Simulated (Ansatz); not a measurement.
Data:

AlN (zinc blende)

```
CELL_PARAMETERS angstrom
      0.00000     4.40321     4.40321
      2.20161     2.20161     4.40321
      2.20161     2.20161     0.00000
ATOMIC_POSITIONS crystal
  N  0.00000 0.75000 0.75000
  N  0.50000 0.75000 0.75000
  Al 0.00000 0.00000 0.00000
  Al 0.50000 0.00000 0.00000
```

The atoms are displaced by Q × the pattern below (from a DFPT mode at X = (0.5, 0.5, 0.0), largest move 1; Q in Å), at fixed cell. (q is in reciprocal vectors of the primitive cell; the cell shown is doubled to hold the pattern.)

```tsv
atom	x	y	z
Al3	0.000	0.000	1.000
Al4	0.000	0.000	-1.000
```

Atoms not listed stay in place.

All values below come from PBE (plane waves to 420 eV, PAW, scalar-relativistic; Ansatz, an electronic-structure program). k mesh 13×13×13 (Γ-centred), Fermi-Dirac smearing 0.05 eV. Energies are smeared free energies. As the smearing reaches across the gap at some points, energies and forces of such displacements shift with the k mesh and the smearing. AlN was relaxed with its symmetry unable to fall. The zero of ΔE is the undisplaced structure.

The scan covers Q from -0.280 to 0.280 Å in 13 points.

Which space group does the distorted structure have?

P-4m2 (No. 115), lowered from F-43m.

Is this a single well or a double well?

A single well with its minimum at or next to zero displacement.

What is the energy change at Q = 0.280 Å?

2396 meV/cell.

What harmonic wavenumber does the curvature at Q = 0 give?

574 cm⁻¹.

(For displaced atoms, the force is minus the slope of the energy, and its curvature is a force constant, which sets phonon frequencies.)
